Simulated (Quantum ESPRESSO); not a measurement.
```cif
data_Li6Nb6O18
_chemical_formula_sum 'Li6 O18 Nb6'
_space_group_name_H-M_alt 'R-3c :H'
_space_group_IT_number 167
_space_group_name_Hall '-R 3 2"c'
_cell_length_a 5.26944
_cell_length_b 5.26944
_cell_length_c 13.90310
_cell_angle_alpha 90.000
_cell_angle_beta 90.000
_cell_angle_gamma 120.000
loop_
_atom_site_label
_atom_site_type_symbol
_atom_site_symmetry_multiplicity
_atom_site_Wyckoff_symbol
_atom_site_fract_x
_atom_site_fract_y
_atom_site_fract_z
_atom_site_occupancy
Li1 Li 6 a 0.00000 0.00000 0.25000 1
O1 O 18 e 0.62037 0.62037 0.25000 1
Nb1 Nb 6 b 0.00000 0.00000 0.00000 1
```
(The calculation used a cell of 10 atoms; values per cell refer to that cell.)

The geometry is that of Materials Project entry mp-552588, symmetrised and not relaxed again.

Question: What does norm-conserving PBEsol (Quantum ESPRESSO, 84 Ry, scalar-relativistic) give for the electronic structure near the Fermi level?

Answer: The PBEsol gap is indirect, 2.38 eV, from 40 % of the way from Γ to X to F; the smallest direct gap is 2.50 eV. Spin-orbit splittings are left out.

This is not the ordinary phase of the substance.
